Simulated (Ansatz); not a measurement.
The start is a relaxed W cell, doubled along one cell vector, shaken by Gaussian noise of σ = 0.08 Å a coordinate. The cell and all atomic positions are relaxed at zero pressure with r2SCAN (plane waves to 500 eV, PAW, scalar-relativistic; Ansatz, an electronic-structure program). First-step values are on the input's coarse k-mesh.

Ansatz input (later rounds restart from its end on a renewed k-mesh):
Ansatz 0.2 input:
```yaml
crystal:
  lattice:
    - [2.627198552, 0, 0]
    - [0, 5.254397104, 0]
    - [0, 0, 2.627198552]
  atoms:
    - { symbol: W, position: [-0.0497261651, 0.0279546288, 0.0074843148] }
    - { symbol: W, position: [0.0023658146, 0.5008994534, 0.0096728496] }
basis: { ecutwfc: 500, ecutrho_ratio: 4, xc_grid: 4, fft_grid_basis: typed }
kpoints: { mp_grid: { grid: [12, 6, 12] } }
hamiltonian:
  xc: r2scan
  dispersion: none
  pseudopotentials: { kind: paw }
scf: { occupations: { method: fermi_dirac, width: 0.05 } }
relax: { f_tol: 0.01, max_steps: 100, cell: { stress_tol: 0.02 } }
output: { forces: true, stress: true }
```

Largest initial force: 2.14 eV/Å, on W1, W2 (atoms numbered as listed)
Energy released: 1.58 eV/atom
Volume change: -12.2 %, from 18.13 to 15.92 Å³/atom
Relative to the parent: It does not go back: it reaches Im-3m (No. 229), bcc (W type), 1.56 eV/atom below the parent
Shortest distances (start → end): The closest pairs of elements (up to four, under 3.6 Å), start → end: W–W 2.49 → 2.74 Å
Band gap at the end: zero (metallic)
Optimiser moves: 17

Final structure:

Space group Im-3m (No. 229); a = b = c = 3.1693 Å, α = β = γ = 90.00°

```csv
atom,site,symmetry,x,y,z
W,2a,m-3m,0.0000,0.0000,0.0000
```
(The calculation used a cell of 1 atom; values per cell refer to that cell.)

Final values are on a 21×21×21 k-mesh of the relaxed cell. No spin polarisation in the result.

The run could not lose the symmetry of its start.

Of the parent cell (Pm-3m (No. 221)): it is a generated cell of W: the first start was made by placing the elements on the sites of a structure type, and the end was not matched to a known phase here, so it may be hypothetical. Known forms of W include space group No. 229.
